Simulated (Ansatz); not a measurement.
Dy (hcp)

Computed with Ansatz (plane waves, PAW, 420 eV cutoff): PBE with spin–orbit coupling, two-component spinors, 14×14×8 k-mesh, Gaussian smearing of 0.05 eV. The datasets are Ansatz's generated set soft_2.

```
CELL_PARAMETERS angstrom
3.63212 0.00000 0.00000
-1.81606 3.14551 0.00000
0.00000 0.00000 5.85653
ATOMIC_POSITIONS crystal
Dy 0.33333 0.66667 0.75000
Dy 0.66667 0.33333 0.25000
```

Magnetic state: ferromagnetic, site spin moments Dy 4.36 μB, along [001] (Cartesian), which lowers the symmetry.

Task: Which orbitals carry the states at the Fermi level, and how many states are there?

Result: Within 0.1 eV of it: Dy 4f 80 %, Dy 5d 19 % (shares among the projected shells). The Fermi level sits on a steep edge: the density of states is 13.5, 21.0 and 4.0 states/eV per cell at −0.1, 0 and +0.1 eV.

Density of states (tetrahedra, averaged over 0.5 eV; states/eV per cell of 2 atoms; energy in eV from the Fermi level; projections on Löwdin-orthogonalised atomic orbitals, summed over sites):

```csv
E,total,Dy 4f j=7/2,Dy 4f j=5/2,Dy 5d,Dy 6s,Dy 5p
-5.10,0.0,0.0,0.0,0.0,0.0,0.0
-4.60,0.1,0.0,0.0,0.0,0.1,0.0
-4.10,0.2,0.0,0.0,0.0,0.2,0.0
-3.60,9.7,2.5,6.9,0.1,0.3,0.0
-3.10,10.9,5.9,4.6,0.1,0.3,0.0
-2.60,5.2,2.0,2.5,0.3,0.4,0.0
-2.10,4.6,3.2,0.4,0.6,0.4,0.0
-1.60,1.6,0.0,0.0,1.2,0.4,0.0
-1.10,1.8,0.0,0.0,1.5,0.2,0.0
-0.60,4.3,1.3,0.8,2.1,0.1,0.0
-0.10,11.8,4.2,5.2,2.2,0.1,0.0
0.40,7.2,3.6,0.7,2.6,0.1,0.0
0.90,12.9,7.7,2.7,2.2,0.1,0.0
1.40,4.6,1.3,0.2,2.7,0.2,0.0
1.90,3.8,0.1,0.0,3.2,0.2,0.0
2.40,3.1,0.0,0.0,2.8,0.1,0.0
```

Of the 9.43 f electrons on Dy, 4.82 have j = 5/2 and 4.62 have j = 7/2, a share of 51 % in j = 5/2. Without spin–orbit coupling the share would be 6/14 = 43 %, in the jj limit 64 %, so the shell stands 40 % of the way to jj coupling; exchange, which aligns spins across both levels, holds it back.

Without a U the open 4f shell is pinned at the Fermi level, an artefact: in the real crystal it splits into occupied and empty levels away from it, and its large orbital moment is underestimated. Site moments are of spin, integrated over Gaussian weights of 0.5 Å, which gives about a tenth less on f atoms than spheres do. Only parallel moments were tried, so the real magnetic order may be another.

A lower state of the open shells can't be excluded, and forces and pressures are less sure for it.

On the Dy 4f shell the spin moment is 4.41 μB and the orbital moment 2.67 μB, parallel to it, 7.08 μB net (projected on atomic orbitals, along the moments' axis). The relaxed cell is 6 % larger in volume than the cell of this structure in the Crystallography Open Database (31.53 Å³/atom, 1963).
